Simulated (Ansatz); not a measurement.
The cell below belongs to a search over invented structures; it isn't taken from experiment.

Input and command of a plane-wave DFT calculation in Ansatz:

```yaml
crystal:
  lattice:
    - [1.9468795411, -5.5618923249, 0.0]
    - [1.9468795411, 5.5618923249, 0.0]
    - [0.0, 0.0, 12.9126706873]
  atoms:
    - { symbol: Si, position: [0.4298823439, 0.5701176561, 0.1577108462] }
    - { symbol: Si, position: [0.4298823439, 0.5701176561, 0.3422891538] }
    - { symbol: Si, position: [0.9700495522, 0.0299504478, 0.9090031893] }
    - { symbol: Si, position: [0.0299504478, 0.9700495522, 0.0909968107] }
    - { symbol: Si, position: [0.7579436212, 0.2420563788, 0.9432038822] }
    - { symbol: Si, position: [0.2420563788, 0.7579436212, 0.0567961178] }
    - { symbol: Si, position: [0.5701176561, 0.4298823439, 0.6577108462] }
    - { symbol: Si, position: [0.5701176561, 0.4298823439, 0.8422891538] }
    - { symbol: Si, position: [0.0299504478, 0.9700495522, 0.4090031893] }
    - { symbol: Si, position: [0.9700495522, 0.0299504478, 0.5909968107] }
    - { symbol: Si, position: [0.7579436212, 0.2420563788, 0.5567961178] }
    - { symbol: Si, position: [0.2420563788, 0.7579436212, 0.4432038822] }
    - { symbol: Sn, position: [0.2928807621, 0.7071192379, 0.75] }
    - { symbol: Sn, position: [0.7071192379, 0.2928807621, 0.25] }
basis:
  ecutwfc: 420
kpoints:
  mp_grid: { grid: [8, 8, 4] }
hamiltonian:
  xc: pbe
scf:
  occupations: { method: gaussian, width: 0.1 }
output:
  forces: true
  stress: true
  eigenvalues: true
  write_density: true
  write_potential: true
  elf: true
  volumetric_format: npy
relax:
  adjacent_minimum: "off"
  f_tol: 0.01
  max_steps: 30
  cell: { stress_tol: 0.1, fix: [volume] }
```

```bash
ansatz run input.yaml --threads 1 --pin off --max-ram 2560MiB --backend cpu --events-out ev --progress --plain --runs-dir out
```

Processor: AMD EPYC (Zen 3), 1 thread, on a host shared with other jobs.

Problem. How long does it run, and how much memory does it take?

Solution. About 11 min, peak memory 0.97 GiB. It solves 52 bands at 63 k points (after reduction by symmetry) with about 5515 plane waves, in 20 SCF iterations over 4 ionic steps.
